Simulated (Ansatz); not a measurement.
GaN:
```yaml
crystal:
  lattice:
    - [5.46851, 0.00000, 0.00000]
    - [0.00000, 5.46851, 0.00000]
    - [0.00000, 0.00000, 3.18265]
  atoms:
    - { symbol: Ga, position: [0.32085, 0.67915, 0.00000] }
    - { symbol: Ga, position: [0.67915, 0.32085, 0.00000] }
    - { symbol: Ga, position: [0.82085, 0.82085, 0.50000] }
    - { symbol: Ga, position: [0.17915, 0.17915, 0.50000] }
    - { symbol: N, position: [0.31717, 0.31717, 0.00000] }
    - { symbol: N, position: [0.68283, 0.68283, 0.00000] }
    - { symbol: N, position: [0.18283, 0.81717, 0.50000] }
    - { symbol: N, position: [0.81717, 0.18283, 0.50000] }
```

r²SCAN in the plane-wave PAW code Ansatz gives a gap of 2.34 eV without spin–orbit coupling, maximum on the M–Γ line, 89 % of the way from M, minimum at Γ.

**Question.** What happens when spin–orbit coupling is switched on?

**Answer.** The gap is nearly the same, to 2.34 eV; maximum on the M–Γ line, 89 % of the way from M, minimum at Γ.

**Question.** Give the electron effective mass with spin–orbit coupling.

**Answer.** 0.19 mₑ (isotropic).

**Question.** Give the hole effective mass with spin–orbit coupling.

**Answer.** 0.42, 1.8, 1.9 mₑ (principal values).

Space group P4_2/mnm. The start of the workflow was typed in or built on a structure type; neither database checked (COD, Materials Project) lists it. It is not the phase usual at ambient conditions (space group No. 186, 216). Symmetry was held in the r²SCAN relaxation; whether a distortion lowers the energy is not shown.

Potentials: the earlier of the program's two PAW sets.
